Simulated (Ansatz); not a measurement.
The start is a relaxed SiRu cell shaken by Gaussian noise of σ = 0.08 Å a coordinate. Cell shape, volume and atoms are optimised at zero target pressure with r2SCAN (plane waves to 500 eV, PAW, scalar-relativistic; Ansatz, a first-principles code). The first steps use a coarse 5×5×5 k-mesh.

Starting cell:
```
CELL_PARAMETERS angstrom
      4.70473     0.00000     0.00000
      0.00000     4.70473     0.00000
      0.00000     0.00000     4.70473
ATOMIC_POSITIONS crystal
  Ru 0.12879 0.12927 0.13626
  Ru 0.61534 0.37711 0.87329
  Ru 0.87179 0.63323 0.37369
  Ru 0.36953 0.89322 0.63031
  Si 0.81485 0.83222 0.83031
  Si 0.32381 0.69400 0.20559
  Si 0.16324 0.35638 0.65567
  Si 0.68034 0.13541 0.35932
```

### Question
What pressure does the first self-consistent step give?

### Answer
+6.4 GPa (positive: the cell is compressed).

### Question
How much energy is released per atom?

### Answer
0.12 eV/atom.

### Question
Does it find its way back to the structure it was made from?

### Answer
It returns to the parent structure, P2₁3 (No. 198).

### Question
How do the shortest distances between atoms change?

### Answer
The closest pairs of elements (up to four, under 3.6 Å), start → end: Ru–Si 2.22 → 2.38 Å; Si–Si 2.71 → 2.92 Å; Ru–Ru 2.80 → 2.88 Å.

Relaxed structure:

```cif
data_Ru4Si4
_chemical_formula_sum 'Ru4 Si4'
_space_group_name_H-M_alt 'P213'
_space_group_IT_number 198
_space_group_name_Hall 'P 2ac 2ab 3'
_cell_length_a 4.70477
_cell_length_b 4.70477
_cell_length_c 4.70477
_cell_angle_alpha 90.000
_cell_angle_beta 90.000
_cell_angle_gamma 90.000
loop_
_atom_site_label
_atom_site_type_symbol
_atom_site_symmetry_multiplicity
_atom_site_Wyckoff_symbol
_atom_site_fract_x
_atom_site_fract_y
_atom_site_fract_z
_atom_site_occupancy
Ru1 Ru 4 a 0.12944 0.12944 0.12944 1
Si1 Si 4 a 0.83763 0.83763 0.83763 1
```

Final values are on a 10×10×10 k-mesh of the relaxed cell. No spin polarisation in the result.

The first start was generated by placing the elements on the sites of a structure type. Materials Project lists a structure of SiRu in the same space group, P2₁3 (No. 198); the sites were not compared with it, nor with measured phases.
